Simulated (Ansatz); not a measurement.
ScPtN₂ in space group R-3m (No. 166; Sc on 3b, Pt on 3a, N on 6c) at seven volumes, PBEsol in the plane-wave PAW code Ansatz, shape and atoms relaxed at each. One row is withheld.

```tsv
V (Å³/atom)	P (GPa)
12.002	?
12.398	8.67
12.793	4.02
13.189	-0.01
13.585	-3.31
13.980	-5.97
14.376	-8.12
```

Task: Fit the shown pressures and predict the withheld one.

Result: Third-order Birch–Murnaghan: P = (3/2)B₀(x^(7/2) − x^(5/2))[1 + (3/4)(B′ − 4)(x − 1)] with x = (V₀/V)^(2/3). Least squares on the six rows gives V₀ = 13.188 Å³/atom, B₀ = 119.3 GPa, B′ = 5.39. At V = 12.002, x = 1.0648 and P = 14.49 GPa. The run itself gave 14.14 GPa.

The start of the workflow was typed in or built on a structure type; neither database checked (COD, Materials Project) lists it. Its standing as an ambient phase is unchecked. Symmetry was held in the PBEsol relaxation; whether a distortion lowers the energy is not shown. No spin polarisation was allowed. Scalar-relativistic: spin–orbit coupling is off unless named, which matters more the heavier the elements.

Potentials: the later of the program's two PAW sets.
